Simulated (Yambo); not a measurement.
```
CELL_PARAMETERS angstrom
     -2.01633     2.87561     3.40000
      2.01633    -2.87561     3.40000
      2.01633     2.87561    -3.40000
ATOMIC_POSITIONS crystal
  O  0.62883 0.00000 0.62883
  O  0.37117 0.00000 0.37117
  Rb 0.25234 0.25234 0.00000
  Rb 0.74766 0.74766 0.00000
```

Workflow: PBEsol (pw.x of Quantum ESPRESSO, ONCV potentials, no spin-orbit coupling), then G0W0 in Yambo (4×4×4 Γ-centred k mesh, 126 bands and a 7 Ry block in the screening, 126 bands in G with the Bruneval-Gonze terminator, plasmon pole fitted at 27.2 eV).

Problem. Give the PBEsol and G0W0 gaps between the band edges found on this mesh, and say where the edges lie.

Solution. Edges: Γ → Γ. PBEsol: 2.19 eV; G0W0: 4.04 eV. The mesh misses an edge: along a dense path the PBEsol gap is 1.98 eV. Convergence of the G0W0 settings was not tested. 

Geometry strained from the cell relaxed with PBEsol, atoms relaxed again.
